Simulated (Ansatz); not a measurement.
**In: a jump of B**

Computed with Ansatz 0.2.0, DFT PBEsol, scalar-relativistic, plane waves, PAW. Run with 420 eV cutoff, 3×3×3 k-mesh, Gaussian smearing of 0.10 eV, no spin polarisation.

Host crystal, relaxed:

```cif
data_structure
_symmetry_space_group_name_H-M 'P 1'
_symmetry_Int_Tables_number 1
_cell_length_a 3.2267
_cell_length_b 3.2267
_cell_length_c 3.2267
_cell_angle_alpha 109.471
_cell_angle_beta 109.471
_cell_angle_gamma 109.471
_cell_volume 25.86
loop_
_atom_site_label
_atom_site_type_symbol
_atom_site_fract_x
_atom_site_fract_y
_atom_site_fract_z
_atom_site_occupancy
In1 In 0.00000 0.00000 0.00000 1
```

In a supercell of 16 host sites, interstitial B hops to an equivalent place, moving 1.86 Å between the relaxed ends. Climbing-image nudged elastic band at fixed cell with images 0 (start) to 6 (end), the path measured over all atoms, converged to 0.05 eV/Å; the order of the saddle wasn't checked, and the small cell leaves errors of about a tenth of an eV.

Supercell rows in host cell vectors: 0 2 2; 2 0 2; 2 2 0. B was set at (0.250, 0.500, 0.750) of the host cell.

At the relaxed start B has 2 In at 2.33 Å, 4 In at 2.49 Å.

How high is the barrier, and where does the atom pass?

0.18 eV at image 3, where B has 2 In at 2.36 Å, 2 In at 2.37 Å, 4 In at 3.12 Å.

Cost: 1 run of about 50 core-minutes, on Arm Neoverse V2 (shared hosts).